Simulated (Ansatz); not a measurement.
BeS in space group P-6m2 (No. 187; Be on 1a, S on 1f), plane-wave PAW PBE (Ansatz code), all energies at zero smearing, with the estimated change up to a 700 eV cutoff added, with one set of potentials and settings (totals compare only within such a set). Cell of 2 atoms (1 Be, 1 S): -995.073 eV.

```json
[
 {"element": "Be", "reference phase": "P6_3/mmc, 2 atoms in the cell", "E (eV/atom)": "-92.7620"},
 {"element": "S", "reference phase": "Fddd, 32 atoms in the cell", "E (eV/atom)": "-902.0599"}
]
```

Formation energy per atom, worked out: (-995.073 − 1×(-92.7620) − 1×(-902.0599))/2 = -0.126 eV/atom (-12 kJ per mol of atoms), at 0 K, without zero-point energy or fitted corrections.

A made-up cell: these elements were put on the sites of a structure type; neither database checked (COD, Materials Project) lists it. COD files the formula under space group No. 216, so this cell is another polymorph or a model. Its standing as an ambient phase is unchecked. Symmetry was held in the PBE relaxation; whether a distortion lowers the energy is not shown. The references are the lowest solids computed at this level, not always the standard phases.

Potentials: the later of the program's two PAW sets.
